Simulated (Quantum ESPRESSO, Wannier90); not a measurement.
# Sb (R-3m): Wannier90 run

```yaml
crystal:
  lattice:
    - [-2.17706, 3.77079, 0.00000]
    - [-4.35413, 0.00000, 0.00000]
    - [-2.17706, 1.25693, 3.82988]
  atoms:
    - { symbol: Sb, position: [0.73174, 0.73174, 0.80478] }
    - { symbol: Sb, position: [0.26826, 0.26826, 0.19522] }
```

Structure: Materials Project mp-104, symmetrised, not relaxed again. This is the element's usual structure. Method: PBEsol plane waves in Quantum ESPRESSO 7.5 (PseudoDojo norm-conserving files, 64 Ry, no spin polarisation, no spin-orbit coupling), Bloch states on a 8×8×8 mesh through Γ, Wannier90 4.0.1. Density: 8×8×8 mesh, cold smearing 0.01 Ry. The cell is built of weakly bound layers, chains or molecules, whose nearest atoms lie 3.43 Å apart. Database cells relaxed without dispersion often hold them too far apart, which can enlarge gaps and weakens couplings between them; spacing and stacking were not compared with the measured crystal. Spin-orbit coupling is left out although heavy elements are present.

The plane-wave run has 25 bands and 30 electrons a cell. On the energy scale of pw.x, whose zero is arbitrary, the Fermi level lies at 9.82 eV.

Isolated groups of bands, relative to the Fermi level (bands from 11 on overlap up to the last one computed):

| bands | from (eV) | to (eV) | filling | weight on atomic waves |
|---|---|---|---|---|
| 1–10 | -29.41 | -29.15 | filled | Sb 4d 100 % |

Input w.win, without the blocks of cell, atoms and k-points (512 lines):

```
num_bands = 15
num_wann = 8
exclude_bands = 1-10
num_iter = 800
conv_tol = 1.0e-6
conv_window = 4
dis_num_iter = 1000
dis_conv_tol = 1.0e-6
dis_froz_max = 14.53
write_hr = true
write_u_matrices = true
begin projections
Sb: s;p
end projections
mp_grid = 8 8 8
```

wannier90.x stops with:
```
dis_windows: More states in the frozen window than target WFs
```
At some k-point more bands lie below dis_froz_max than there are Wannier functions, and every frozen state has to fit into the subspace. Mended as below, all else unchanged, the run goes through (Ω_I = 13.9 Å²) and follows the plane-wave bands to 8.0 meV rms (states up to 1.0 eV relative to the Fermi level).
```
dis_froz_max = 11.32
```
